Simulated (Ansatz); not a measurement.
In the program Ansatz at the r²SCAN level (PAW), Ag in the simple hexagonal structure (P6/mmm) relaxes to a = 2.814 Å, c = 2.735 Å.

Electronic character: metallic (no gap). Gap from r²SCAN with spin–orbit coupling: none (metallic).

An equation-of-state fit gives a bulk modulus of 88.4 GPa. The relaxed-ion elastic constants in GPa are C11 = 174, C12 = 86.6, C13 = 17.4, C33 = 206, C44 = -12.9.

The start of the workflow was typed in or built on a structure type; neither database checked (COD, Materials Project) lists it. It is not the phase usual at ambient conditions (space group No. 225). Symmetry was held in the r²SCAN relaxation. At this level the phase is mechanically unstable. The run is not spin-polarised. As this level gives no gap, shear constants depend on the k-mesh and smearing (Fermi–Dirac, 0.1 eV here). Axis ratios of metals converge slowly with the k-mesh, so a and c are less sure than the volume. Scalar-relativistic: spin–orbit coupling is off unless named, which matters more the heavier the elements.

Potentials: the later of the program's two PAW sets.
